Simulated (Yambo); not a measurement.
```xyz
2
Lattice="0.0000 2.9334 2.9334 2.9334 0.0000 2.9334 2.9334 2.9334 0.0000" Properties=species:S:1:pos:R:3 pbc="T T T"
Ca     0.0000     0.0000     0.0000
Se     2.9334     2.9334     2.9334
```

CaSe (rock salt, space group Fm-3m, No. 225): mean Im ε in 1 eV windows above the direct gap of 4.59 eV, for different electron-hole kernels (Yambo, broadening 0.15 eV, PBE (pw.x of Quantum ESPRESSO, ONCV potentials, no spin-orbit coupling) bands; 8×8×8 mesh, 3 valence and 7 conduction bands, static screening with 32 bands and a 4 Ry block, scissor 1.66 eV, Tamm-Dancoff; field along x).

| window (eV) | independent quasiparticles | RPA (no attraction) | BSE |
|---|---|---|---|
| 4.6 to 5.6 | 4.4 | 3.3 | 8.6 |
| 5.6 to 6.6 | 6.9 | 5.5 | 9.4 |
| 6.6 to 7.6 | 8.2 | 6.7 | 6.9 |
| 7.6 to 8.6 | 7.5 | 6.3 | 4.9 |
| 8.6 to 9.6 | 6.1 | 6.3 | 3.1 |
| 9.6 to 10.6 | 3.3 | 4.4 | 1.5 |

This run doesn't resolve bound excitons or single peaks, so only averages are given, and they too depend on the mesh; weight that the attraction moves below the gap isn't listed. All transitions below 11.08 eV are in the band window. The scissor comes from a G0W0 run whose convergence isn't established.

Spin-orbit splittings are left out.

Bands and orbitals come from the standard potentials; the scissor and the G0W0 gaps come from a run at the same geometry on the stringent ones, which hold whole semicore shells in the valence.

Geometry relaxed with PBEsol.
